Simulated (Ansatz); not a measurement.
What DFT gives for Ti2Sn2S2O5

```xyz
11
Lattice="0.0000 3.7512 0.0000 3.7512 0.0000 0.0000 1.8756 1.8756 -11.3255" Properties=species:S:1:pos:R:3 pbc="T T T"
Sn    1.8756    1.8756   -7.5541
Sn    3.7512    3.7512   -3.7714
S     3.7512    3.7512   -6.6911
S     1.8756    1.8756   -4.6344
O     3.7512    1.8756   -9.1034
O     1.8756    3.7512   -9.1034
O     1.8756    3.7512   -2.2221
O     3.7512    1.8756   -2.2221
Ti    3.7512    3.7512   -9.5397
Ti    1.8756    1.8756   -1.7858
O     1.8756    1.8756    0.0000
```

Method: r2SCAN, no spin polarisation; PAW, plane waves to 500 eV, 8×8×8 Γ-centred mesh, fermi-dirac occupations (width 0.1 eV) (Ansatz 0.2.0), atoms fixed.

Electronic structure: It is a metal, with about 2.5 states/eV a cell as the mean within 0.25 eV of the Fermi level, mostly S p (41 %) and Sn s (34 %).
Contacts: Ti–O at 1.79 Å: least valence density 1.09 e/Å³ and ELF 0.26 there. Sn–O at 2.43 Å: least valence density 0.31 e/Å³ and ELF 0.17 there. Sn–S at 2.79 Å: least valence density 0.30 e/Å³ and ELF 0.39 there. Both are smooth PAW fields, read partly inside the augmentation spheres.
Forces: The largest is on Ti9 (and as large on other atoms): 0.70 eV/Å, components (0.00, 0.00, -0.70). It makes 0° with the line to a nearest neighbour, O11 at 1.79 Å, pointing towards it.
Formation energy: -2.00 eV an atom against the elements' usual phases (free molecules for gases, crystals otherwise, with no correction for O₂ or N₂), so it is bound against them; other compounds may still compete. Relaxing would lower it.
Stress: The pressure is 3.3 GPa (compression positive), so with the atoms held at these fractions the cell would first expand. The principal stresses 1.0, 1.0, 7.9 GPa differ, so its shape would change too.

Origin: a known structure type with other elements, at an estimated volume, so it need not be a known compound. Caveats: correlation that this level lacks may open a gap in such a compound.
